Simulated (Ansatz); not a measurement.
Consider the following.

MgH2:
```cif
data_H4Mg2
_chemical_formula_sum 'Mg2 H4'
_space_group_name_H-M_alt 'P42/mnm'
_space_group_IT_number 136
_space_group_name_Hall '-P 4n 2n'
_cell_length_a 4.42912
_cell_length_b 4.42912
_cell_length_c 2.97317
_cell_angle_alpha 90.000
_cell_angle_beta 90.000
_cell_angle_gamma 90.000
loop_
_atom_site_label
_atom_site_type_symbol
_atom_site_symmetry_multiplicity
_atom_site_Wyckoff_symbol
_atom_site_fract_x
_atom_site_fract_y
_atom_site_fract_z
_atom_site_occupancy
Mg1 Mg 2 a 0.00000 0.00000 0.00000 1
H1 H 4 f 0.30439 0.30439 0.00000 1
```

This is the LDA-relaxed structure.

All from DFT-LDA in the program Ansatz with PAW potentials, unless another level is named. Estimate the Poisson's ratio.

0.24.

What about the zero-point energy?

137.2 meV/atom.

Space group P4_2/mnm (rutile). Symmetry was held in the LDA relaxation; phonons on a q-mesh show no instability.

Potentials: the later of the program's two PAW sets.
